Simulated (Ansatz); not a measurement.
What settings do to one calculation: (110) superlattice of 1 and 3 atomic planes of zincblende SiC and GaN, in-plane a of SiC, 8 atoms

Ansatz (PAW, plane waves), atoms fixed. The base input:

```yaml
crystal:
  lattice:
    - [2.178427, -2.178427, 0.000000]
    - [0.000000, 0.000000, 4.356853]
    - [-4.542267, -4.542267, 0.000000]
  atoms:
    - { symbol: Si, position: [0.001269, 0.012632, 0.003149] }
    - { symbol: N, position: [0.997809, 0.246228, 0.736821] }
    - { symbol: N, position: [0.008203, 0.245223, 0.247646] }
    - { symbol: N, position: [0.496781, 0.750824, 0.496939] }
    - { symbol: Ga, position: [0.982100, 0.004575, 0.489402] }
    - { symbol: Ga, position: [0.489474, 0.500543, 0.753452] }
    - { symbol: Ga, position: [0.490495, 0.487372, 0.247362] }
    - { symbol: C, position: [0.489797, 0.752412, 0.998183] }
kpoints:
  mp_grid: { grid: [4, 3, 2] }
hamiltonian:
  xc: pbesol
scf:
  occupations: { method: fermi_dirac, width: 0.01 }
output:
  forces: true
  eigenvalues: true
  stress: true
  populations: true
```

Command:

```sh
ansatz run in.yaml --threads 8 --pin off --max-ram 118750MiB --runs-dir r --events-out ev --progress --plain --backend cuda --devices 0,
```

It converged in 7 iterations and 1.8 s of wall time on one NVIDIA GB300 with 8 processor threads, on a host shared with other runs; peak host memory 1.7 GiB; largest force component 2.83 eV/Å, pressure 6.71 GPa. The cutoff was the default, 420 eV. The base isn't a converged reference: it has few k points, and its atoms are unrelaxed. Each run below changes the keys shown and caps the iterations.

| run | changed | ending | iterations | free energy less the base (meV per atom) | rms change of forces (eV/Å) | change of pressure (GPa) | wall time (s, shared host) |
| --- | --- | --- | --- | --- | --- | --- | --- |
| 1 | xc lda, ecutrho_ratio 1, max_iter 100 | converged | 7 | other zero | 0.496 | 29.99 | 1.6 GPU |
| 2 | xc_grid 2 (2 is the default), max_iter 100 | converged | 7 | 0.0 | 0.000 | 0.00 | 1.6 GPU |
| 3 | mixing algorithm anderson, max_iter 6 | not converged | – | – | – | – | – |
| 4 | n_extra_bands 1, dr2_threshold 0.01, max_iter 70 | converged | 6 | 0.0 | 0.000 | 0.00 | 1.8 GPU |
| 5 | occupations fixed, max_iter 60 | converged | 7 | 0.0 | 0.000 | 0.00 | 1.5 GPU |
| 6 | xc_grid 3 (2 is the default), max_iter 90 | converged | 7 | 0.0 | 0.000 | 0.00 | 1.9 GPU |
| 7 | mixing beta 0.6, mixing algorithm linear, accuracy low, max_iter 80 | refused | – | – | – | – | – |
| 8 | dispersion d3bjatm, max_iter 6 | not converged | – | – | – | – | – |

«Other zero»: another functional, charge or dispersion term moves the zero of energy, so the difference says nothing of accuracy.

Which changes leave the result alone, and which of the same physical model moves the forces most?

The forces move by under 0.002 eV/Å in runs 2, 4, 5, 6. Among the runs with the same functional, charge and dispersion term, none moves them by over 0.01 eV/Å.

Why did some runs give no result?

- run 3: did not converge after 6 iterations: dr2 = 2.39e-6 (threshold 1.00e-7), under the density mixer `anderson`;
- run 7: YAML parse error: error: line 23 column 35: unknown variant `linear`, expected one of auto, anderson, broyden, msr1
- run 8: did not converge after 6 iterations: dr2 = 2.71e-6 (threshold 1.00e-7), under the density mixer `msr1`, which `scf.mixing.algorithm: auto` chose by the deck's other keys (type `scf.mixing.algorithm: msr1` to keep it);
